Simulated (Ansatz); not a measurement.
# GdAl (Pm-3m): free moments from the typed start

The calculation used DFT, LDA, PAW with Ansatz's default frozen-core files, scalar-relativistic (Ansatz 0.2.0).

Command: `ansatz run input.yaml --threads 2 --pin off --max-ram 5120MiB --backend cpu --events-out ev --progress --plain --runs-dir out`

```yaml
crystal:
  lattice:
    - [3.62796413, 0.0, 0.0]
    - [0.0, 3.62796413, 0.0]
    - [0.0, 0.0, 3.62796413]
  atoms:
    - { symbol: Gd, position: [0.0, 0.0, 0.0], spin: 7.0 }
    - { symbol: Al, position: [0.5, 0.5, 0.5] }
magnetization:
  spin_polarized: true
kpoints:
  mp_grid: { grid: [10, 10, 10] }
scf:
  occupations: { method: fermi_dirac, width: 0.05 }
hamiltonian:
  xc: lda
  pseudopotentials: { kind: paw }
output:
  forces: true
  stress: true
  eigenvalues: true
  write_density: true
  write_potential: true
  elf: true
  volumetric_format: npy
```

The program prints:

```
Engine: ansatz 0.2.0
Pseudopotentials: kind: paw
Pseudopotential: Gd, paw, valence charge 18, recommended cutoff 420 eV (normal), Gd.paw.azcp
Pseudopotential: Al, paw, valence charge 3, recommended cutoff 420 eV (normal), Al.paw.azcp
Functional definition: SPW92
  exchange = slater_x
  correlation = pw_c
Crystal: 2 atoms, lattice volume = 47.752 Å³
Basis set: ecut = 420 eV, 925 PW (Γ)
Bands: 18, of which v1, the nominal top of the filled ones, is band 11 counted from 1 (10 counted from 0)
Symmetry: 48 space group operations
Space group: Pm-3m (ITA 221), of the structure as read, at distance tolerance 3.6e-5 Å
Magnetic group: BNS 221.92 (UNI 1594), of the structure as read, at distance tolerance 3.6e-5 Å
k-points: 56 of 1000
Non-local potential: Gd, projectors of the file, l = 0: 3, l = 1: 2, l = 2: 2, l = 3: 3
Non-local potential: Al, projectors of the file, l = 0: 2, l = 1: 2, l = 2: 1
PAW form: soft (Blöchl's): semilocal exchange-correlation on the pseudo side does not see the compensation charge
PAW frozen core: Gd, regenerated for the run's functional, and the local potential with it (the file was generated under x = pbe(κ = 0.804, μ = 0.2195149727645171), c = pbe(β = 0.06672455060314922))
PAW frozen core: Al, regenerated for the run's functional, and the local potential with it (the file was generated under x = pbe(κ = 0.804, μ = 0.2195149727645171), c = pbe(β = 0.06672455060314922))
PAW one-centre angular grid: Gd, 590 points (default); XC on 64 Gauss nodes
PAW one-centre angular grid: Al, 110 points (default); XC on 64 Gauss nodes
Initial density: superposition of atomic densities (chi_scale 0.1, normalization cell)
Starting moments: Σ|m| = 7 μB on 1 of 2 sites
Initial wavefunctions: pseudopotential atomic-orbital guess
Functional: x = slater, c = lda
iter 1 solved again at ethr=1.62e-3 eV; its pass at ethr=3.10e-3 eV (dr2=3.40e-1 eV) is discarded
SCF iter   1: F=—  HF=-9640.390199 eV  |F-HF|=—  |Δ(HF+E_count)|=         —  Δρ=2.45e-2 (↑7.93e-3 ↓2.45e-2)  dr2=3.38e-1  dr2_m=7.92e-2  M=6.933 μB ∫|m|=6.977 μB  β_m=0.30  ethr=1.62e-3  ⟨swp⟩=1.0  Hψ=12529  notcnv=0
Mixer restart at iter 1: flushing history
preconditioner: auto → none  [metal: Δε(μ)=0.015 eV  Ē_g=10.555 eV  σ=0.050 eV  W_gap=0.07  n_scr=6 (ndim 8)  ℏωp=23.4 eV  f_vac=0.000  D(μ)=1.62/eV (n_scr^D=18)  sad-step TF]
[...]
SCF iter   6: F=—  HF=-9640.510329 eV  |F-HF|=—  |Δ(HF+E_count)|=   4.94e-4  Δρ=3.19e-4 (↑1.32e-4 ↓3.19e-4)  dr2=3.71e-5  dr2_m=1.70e-5  M=7.034 μB ∫|m|=7.112 μB  β_m=0.69  ethr=1.79e-6  ⟨swp⟩=2.0  Hψ=3220  notcnv=0
SCF iter   7: F=—  HF=-9640.510418 eV  |F-HF|=—  |Δ(HF+E_count)|=   8.95e-5  Δρ=1.04e-4 (↑3.42e-5 ↓1.04e-4)  dr2=3.14e-6  dr2_m=1.96e-6  M=7.036 μB ∫|m|=7.114 μB  β_m=0.84  ethr=1.77e-7  ⟨swp⟩=2.0  Hψ=3227  notcnv=0
SCF iter   8: F=—  HF=-9640.510438 eV  |F-HF|=—  |Δ(HF+E_count)|=   1.98e-5  Δρ=2.92e-5 (↑1.03e-5 ↓2.92e-5)  dr2=3.58e-7  dr2_m=9.12e-8  M=7.037 μB ∫|m|=7.115 μB  β_m=0.92  ethr=1.50e-8  ⟨swp⟩=2.2  Hψ=3294  notcnv=0
SCF iter   9: F=—  HF=-9640.510440 eV  |F-HF|=—  |Δ(HF+E_count)|=   1.85e-6  Δρ=4.55e-6 (↑1.04e-6 ↓4.55e-6)  dr2=1.69e-8  dr2_m=2.28e-9  M=7.037 μB ∫|m|=7.116 μB  β_m=0.93  ethr=1.71e-9  ⟨swp⟩=2.0  Hψ=3247  notcnv=0
SCF iter  10: F=-9640.510440 eV  HF=-9640.510440 eV  |F-HF|=8.11e-10  |Δ(HF+E_count)|=   2.69e-8  Δρ=1.37e-6 (↑2.83e-7 ↓1.37e-6)  dr2=7.61e-10  dr2_m=1.87e-10  M=7.037 μB ∫|m|=7.116 μB  ethr=8.04e-11  ⟨swp⟩=6.3  Hψ=11503  notcnv=0
SCF 1 converged in 10 iterations: F = -9640.510440 eV  dr2 = 7.61e-10
  greatest PAW one-centre occupation: 0.998 electrons in one spin orbital (limit 2), on the Gd atom at site 0 (counted from 0), in its partial waves of l = 0
the search or the solves at the SCF's close seem to have found levels that the self-consistency loop had missed (the run counts 1). By its estimate they hold under 1e-12 electrons; where the run keeps them, the occupations were computed again with them
SCF converged after 10 iterations
Magnetization: 7.0374 μB (14.0187 up, 6.9813 down)
Absolute magnetization: 7.1159 μB (∫|ρ↑−ρ↓|, with the PAW one-centre terms)
Spin contamination: 0.0382 ħ² per cell (⟨S²⟩ above its minimum at these occupations)
Per-site moments (μB) at R_I (Å): [(6.960565410009084, 1.2960375039969678), (-0.0332442594561786, 1.2960375039969678)]
Free energy (F): -9640.510440 eV
Harris-Foulkes:  -9640.510440 eV  (|F-HF|=8.11e-10)
Internal energy: -9640.500503 eV  (E = F + TS)
E sigma→0 (E₀):  -9640.505471 eV
Entropy (-TS):   -0.009937 eV (-4.969 meV/atom)
Fermi energy:    10.851189 eV
--- Per-component energies (eV) ---
  E_band       = -31.889659
  E_kinetic    = 424.871662
  E_local      = -2367.032321  (includes V_loc(G=0)·N_el)
  E_nonlocal   = 309.309385
  E_hartree    = 998.073316
  E_xc         = -269.776752
  E_vxc        = -280.642406  (∫ρ·V_xc dr)
  E_paw        = -6690.373032  (= ΣΔE_a)
  E_vpaw       = -114.544215  (= ΣTr[D̂ρ^β])
  E_aug_tail   = -0.000004  (compensation charges beyond the density's cutoff)
  E_ewald      = -2046.907508
  E_core_change = 1.334750  (= ΣΔE_core)
  E_smearing   = -0.009937  (= −TS)
  E_closure    = -0.000000  (closes the sum)
  Σ components = -9640.510440   (vs F -9640.510440, Δ=0.00e0)
--- Forces (eV/Å), atoms counted from 1 ---
  atom   1  Gd     0.00000000    -0.00000000     0.00000000
  atom   2  Al     0.00000000    -0.00000000     0.00000000
  max |Σ_I F_I| component: 1.74e-30 eV/Å
--- Stress (GPa, compression-positive) ---
       -4.025515      -0.000000       0.000000
        0.000000      -4.025515       0.000000
        0.000000       0.000000      -4.025515
  P = ⅓ Tr σ = -4.0255 GPa (-40.255 kbar)
--- Band table (eV; the first three rows and the last of 112) ---
  k-point 0 ↑: bands = ["-33.9636", "-11.2880", "-11.2880", "-11.2880", "3.2853", "6.5718", "6.5718", "6.5718", "6.5784", "6.5784", "6.5784", "6.6200", "9.8989", "9.8989", "14.3250", "14.3250", "14.3250", "14.6637"]
  k-point 1 ↑: bands = ["-33.9616", "-11.3278", "-11.2845", "-11.2845", "3.4331", "6.5629", "6.5736", "6.5743", "6.5743", "6.5819", "6.5819", "6.6182", "9.8685", "9.9744", "13.5363", "13.5363", "13.9909", "14.7061"]
  k-point 2 ↑: bands = ["-33.9565", "-11.4302", "-11.2752", "-11.2752", "3.8589", "6.5423", "6.5615", "6.5770", "6.5770", "6.5955", "6.5955", "6.6133", "9.5489", "10.1857", "12.7117", "12.7117", "13.7671", "14.8211"]
  k-point 55 ↓: bands = ["-30.9838", "-9.4419", "-9.4419", "-9.4419", "8.4174", "8.4174", "8.4174", "8.8798", "11.4711", "11.4711", "11.4711", "11.5795", "11.5795", "11.5795", "11.9893", "15.5723", "15.5723", "15.5723"]
```

Site moments (μB): Gd1 6.96, Al2 -0.03. Cell moment 7.04 μB.

The magnetic group in the log treats spin as a scalar label, without spin–orbit coupling.

The PAW files were made with PBE; the program remakes their cores once for the run's functional and then keeps them frozen. Without U a semilocal functional puts the f levels too near the Fermi level, which can change moments and the order of magnetic states; site and cell moments are spin moments. Spin–orbit coupling is left out although heavy atoms are present. With open f shells a run can end in a state that isn't the lowest. The magnetic state is the one that this cell and start allow. It needn't be the compound's measured order, which may need a larger cell or be absent.

It took 4.4 s on 2 threads of Arm Neoverse V2, on a shared host, peak memory 0.4 GiB.
